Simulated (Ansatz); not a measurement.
ZrP in space group P6_3/mmc (No. 194; Zr on 4f, P on 2d, P on 2a) at seven volumes, plane-wave PAW PBEsol (Ansatz code), shape and atoms relaxed at each. One row is withheld.

```
V (Å³/atom)  P (GPa)
-----------  -------
16.495         16.66
17.038         10.24
17.582          4.73
18.126          0.00
18.670             ?
19.213         -7.56
19.757        -10.55
```

Problem. Fit the shown pressures and predict the withheld one.

Solution. Third-order Birch–Murnaghan: P = (3/2)B₀(x^(7/2) − x^(5/2))[1 + (3/4)(B′ − 4)(x − 1)] with x = (V₀/V)^(2/3). Least squares on the six rows gives V₀ = 18.126 Å³/atom, B₀ = 145.9 GPa, B′ = 4.06. At V = 18.670, x = 0.9805 and P = -4.06 GPa. The run itself gave -4.07 GPa.

The first step of the workflow began from a Materials Project structure, measured or hypothetical; the Crystallography Open Database copy checked does not list it. COD files the formula under space group No. 225. Its standing as an ambient phase is unchecked. The PBEsol relaxation kept the symmetry of its start; whether a distortion lowers the energy is not shown. The run is not spin-polarised.

Potentials: the later of the program's two PAW sets.
